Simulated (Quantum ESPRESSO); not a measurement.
RbNH2 has the monoclinic space group P2₁/m (No. 11), Pearson symbol mP8. Conventional cell: a = 4.8411 Å, b = 3.9473 Å, c = 6.4122 Å, α = 90.00°, β = 98.92°, γ = 90.00°. H on 4f sees 1 N at 1.026 Å and 3 Rb at 2.882–3.042 Å. N on 2e sees 2 H at 1.026 Å and 5 Rb at 2.957–3.231 Å and 1 Rb at 3.508 Å. Rb on 2e has 6 H at 2.882–3.042 Å and 5 N at 2.957–3.231 Å and 1 N at 3.508 Å. (Neighbours: up to the widest gap in distance over summed covalent radii, below 1.35, at either atom; cation-cation contacts left out.)

The geometry is that of Materials Project entry mp-697144, symmetrised and not relaxed again.

What does norm-conserving PBEsol (Quantum ESPRESSO, 84 Ry, scalar-relativistic) give for the electronic structure near the Fermi level?

The PBEsol gap is indirect, 1.96 eV, from Y to Γ; the smallest direct gap is 2.01 eV. 

The structure is a Materials Project entry; no match was found in the copy of COD used, and its stability was not checked.
